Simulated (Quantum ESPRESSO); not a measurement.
## Hf4Ga2TaSc (input and log of a self-consistent run)

Computed values, not a measurement. The program is pw.x of Quantum ESPRESSO 7.5 (plane-wave density functional theory). The cell is made up: eight metal atoms on a hexagonal close-packed lattice, with elements, volume, strain and displacements drawn at random and not relaxed, so it may be unstable or far from any real phase. PseudoDojo standard norm-conserving files set the functional (PBE unless stated); there is no spin polarisation or spin-orbit coupling, the Fermi-Dirac width of 0.25 eV means electrons at about 2900 K, and the masses in the input are unused placeholders. Heavy elements are run without spin-orbit coupling, which real alloys of them have. A spin test at this wide smearing found no moment, but such smearing suppresses magnetism that the real alloy may have.

Input:

```
&control calculation='scf', pseudo_dir='./dojo.nc.sr.pbe.v0_5.standard.upf', outdir='./o', disk_io='minimal', tprnfor=.true., tstress=.true. /
&system ibrav=0, nat=8, ntyp=4, nbnd=65, ecutwfc=79.96652505, nosym=.true., tot_charge=0,
 occupations='smearing', smearing='fd', degauss=0.0183746611
/
&electrons conv_thr=1.470e-08, electron_maxstep=70, mixing_beta=0.5 /
ATOMIC_SPECIES
Ga 1.0 Ga.upf
Hf 1.0 Hf.upf
Sc 1.0 Sc.upf
Ta 1.0 Ta.upf
CELL_PARAMETERS angstrom
-3.0624 0.0366 -0.0214
-0.0982 5.3409 -4.9664
0.0285 -5.3549 -4.9813
ATOMIC_POSITIONS angstrom
Hf -0.0108 -0.0207 -0.0013
Hf -0.0565 1.7405 -2.4416
Hf -0.0103 0.0656 -4.9683
Hf -0.0779 1.7106 -7.4515
Ga -1.4921 -0.875 -2.5434
Ta -1.6426 -2.7573 -4.8796
Ga -1.5562 -0.879 -7.5265
Sc -1.6402 2.687 -4.9957
K_POINTS automatic
8 3 3 1 1 1
```

The log is shortened where brackets say so; the opening notice, blank lines, dates and the lines on written files are dropped, and the path of the files is cut. It prints rydbergs, bohrs and kilobars, and counts compression as positive stress. Its total energy is the free energy E - TS of the whole cell.

```
     Program PWSCF v.7.5
     Parallel version (MPI & OpenMP), running on       4 processor cores
     Number of MPI processes:                 4
     Threads/MPI process:                     1
     [start-up lines left out]
     bravais-lattice index     =            0
     lattice parameter (alat)  =       5.7877  a.u.
     unit-cell volume          =    1099.2102 (a.u.)^3
     number of atoms/cell      =            8
     number of atomic types    =            4
     number of electrons       =        98.00
     number of Kohn-Sham states=           65
     kinetic-energy cutoff     =      79.9665  Ry
     charge density cutoff     =     319.8661  Ry
     scf convergence threshold =      1.5E-08
     mixing beta               =       0.5000
     number of iterations used =            8  plain     mixing
     Exchange-correlation= PBE
                           (   1   4   3   4   0   0   0)
     [axes and pseudopotential details left out]
   Cartesian axes
     site n.     atom                  positions (alat units)
         1        Hf     tau(   1) = (  -0.0035263  -0.0067588  -0.0004245  )
         2        Hf     tau(   2) = (  -0.0184478   0.5682906  -0.7972068  )
         3        Hf     tau(   3) = (  -0.0033631   0.0214191  -1.6221996  )
         4        Hf     tau(   4) = (  -0.0254351   0.5585280  -2.4329892  )
         5        Ga     tau(   5) = (  -0.4871855  -0.2856962  -0.8304455  )
         6        Ta     tau(   6) = (  -0.5363253  -0.9002860  -1.5932381  )
         7        Ga     tau(   7) = (  -0.5081148  -0.2870023  -2.4574774  )
         8        Sc     tau(   8) = (  -0.5355417   0.8773323  -1.6311459  )
     number of k points=    36  Fermi-Dirac smearing, width (Ry)=  0.0184
                       cart. coord. in units 2pi/alat
        k(    1) = (  -0.0617989  -0.0005897  -0.1021927), wk =   0.0555556
        k(    2) = (  -0.0609531   0.1900317   0.1027862), wk =   0.0555556
     [further k points left out]
     Dense  grid:   106275 G-vectors     FFT dimensions: (  36,  80,  80)
     Estimated max dynamical RAM per process >     312.17 MB
     Estimated total dynamical RAM >       1.14 GB
     Initial potential from superposition of free atoms
     starting charge      97.9837, renormalised to      98.0000
     Starting wfcs are   78 randomized atomic wfcs
     total cpu time spent up to now is        4.4 secs
     per-process dynamical memory:   233.9 Mb
     Self-consistent Calculation
     iteration #  1     ecut=    79.97 Ry     beta= 0.50
     Davidson diagonalization with overlap
     ethr =  1.00E-02,  avg # of iterations =  2.4
     Threshold (ethr) on eigenvalues was too large:
     Diagonalizing with lowered threshold
     Davidson diagonalization with overlap
     ethr =  4.86E-04,  avg # of iterations =  4.1
     total cpu time spent up to now is       20.8 secs
     total energy              =    -984.04987254 Ry
     estimated scf accuracy    <       0.51053522 Ry
     iteration #  2     ecut=    79.97 Ry     beta= 0.50
     Davidson diagonalization with overlap
     ethr =  5.21E-04,  avg # of iterations =  8.1
     total cpu time spent up to now is       31.6 secs
     total energy              =    -983.85190508 Ry
     estimated scf accuracy    <       5.13331607 Ry
     iteration #  3     ecut=    79.97 Ry     beta= 0.50
     Davidson diagonalization with overlap
     ethr =  5.21E-04,  avg # of iterations =  7.2
     total cpu time spent up to now is       42.0 secs
     total energy              =    -984.21675330 Ry
     estimated scf accuracy    <       0.61136261 Ry
     iteration #  4     ecut=    79.97 Ry     beta= 0.50
     Davidson diagonalization with overlap
     ethr =  5.21E-04,  avg # of iterations =  2.1
     total cpu time spent up to now is       49.3 secs
     total energy              =    -984.27447316 Ry
     estimated scf accuracy    <       0.04365289 Ry
     iteration #  5     ecut=    79.97 Ry     beta= 0.50
     Davidson diagonalization with overlap
     ethr =  4.45E-05,  avg # of iterations = 10.0
     total cpu time spent up to now is       61.6 secs
     total energy              =    -984.27164913 Ry
     estimated scf accuracy    <       0.14623358 Ry
     [iterations 6 to 12 left out]
     iteration # 13     ecut=    79.97 Ry     beta= 0.50
     Davidson diagonalization with overlap
     ethr =  2.47E-09,  avg # of iterations =  3.8
     total cpu time spent up to now is      130.1 secs
     total energy              =    -984.28834996 Ry
     estimated scf accuracy    <       0.00000376 Ry
     iteration # 14     ecut=    79.97 Ry     beta= 0.50
     Davidson diagonalization with overlap
     ethr =  2.47E-09,  avg # of iterations =  2.0
     total cpu time spent up to now is      137.5 secs
     total energy              =    -984.28835036 Ry
     estimated scf accuracy    <       0.00000040 Ry
     iteration # 15     ecut=    79.97 Ry     beta= 0.50
     Davidson diagonalization with overlap
     ethr =  4.11E-10,  avg # of iterations =  3.4
     total cpu time spent up to now is      145.2 secs
     total energy              =    -984.28835038 Ry
     estimated scf accuracy    <       0.00000015 Ry
     iteration # 16     ecut=    79.97 Ry     beta= 0.50
     Davidson diagonalization with overlap
     ethr =  1.57E-10,  avg # of iterations =  2.7
     total cpu time spent up to now is      152.8 secs
     total energy              =    -984.28835040 Ry
     estimated scf accuracy    <       0.00000020 Ry
     iteration # 17     ecut=    79.97 Ry     beta= 0.50
     Davidson diagonalization with overlap
     ethr =  1.57E-10,  avg # of iterations =  1.7
     total cpu time spent up to now is      159.7 secs
     End of self-consistent calculation
     [lines on levels left out]
!    total energy              =    -984.28835041 Ry
     estimated scf accuracy    <          5.4E-09 Ry
     smearing contrib. (-TS)   =      -0.11700404 Ry
     internal energy E=F+TS    =    -984.17134637 Ry
     The total energy is F=E-TS. E is the sum of the following terms:
     one-electron contribution =    -241.05800594 Ry
     hartree contribution      =     172.32269385 Ry
     xc contribution           =    -243.67452427 Ry
     ewald contribution        =    -671.76151001 Ry
     convergence has been achieved in  17 iterations
     Forces acting on atoms (cartesian axes, Ry/au):
     atom    1 type  2   force =     0.00305388    0.00251948   -0.00446064
     atom    2 type  2   force =    -0.00816859    0.03350671    0.01976872
     atom    3 type  2   force =    -0.00504798   -0.07508088   -0.00129462
     atom    4 type  2   force =    -0.00975218    0.02916048   -0.01820259
     atom    5 type  1   force =    -0.00531869   -0.01482700    0.00251190
     atom    6 type  4   force =     0.01737381    0.02839456   -0.02459188
     atom    7 type  1   force =    -0.00358384   -0.02142442    0.01900300
     atom    8 type  3   force =     0.01144359    0.01775108    0.00726610
     Total force =     0.108885     Total SCF correction =     0.000251
     Computing stress (Cartesian axis) and pressure
          total   stress  (Ry/bohr**3)                   (kbar)     P=        2.64
   0.00003063   0.00007970  -0.00003905            4.51       11.72       -5.74
   0.00007970  -0.00001805  -0.00003117           11.72       -2.65       -4.58
  -0.00003905  -0.00003117   0.00004120           -5.74       -4.58        6.06
     init_run     :      4.17s CPU      4.34s WALL (       1 calls)
     electrons    :    154.52s CPU    155.33s WALL (       1 calls)
     forces       :      1.63s CPU      1.65s WALL (       1 calls)
     stress       :      5.47s CPU      5.61s WALL (       1 calls)
     [timing details left out]
     PWSCF        :   2m45.90s CPU   2m47.05s WALL
     JOB DONE.
```

In other units: free energy -13391.925 eV for the cell, pressure 0.26 GPa, largest force component 1.930 eV/Å in size. The run took 169 s of wall time with four MPI processes on a shared machine (Intel Xeon, 2023 or later, virtual cores), so the time is rough. A rerun of this cell at a higher cutoff and on a denser mesh moved values by no more than 0.002 eV in energy, 0.02 GPa in stress and 0.007 eV/Å in force, and a second program with other atomic files agreed on that cell to 2 % rms in force and 0.5 GPa in pressure.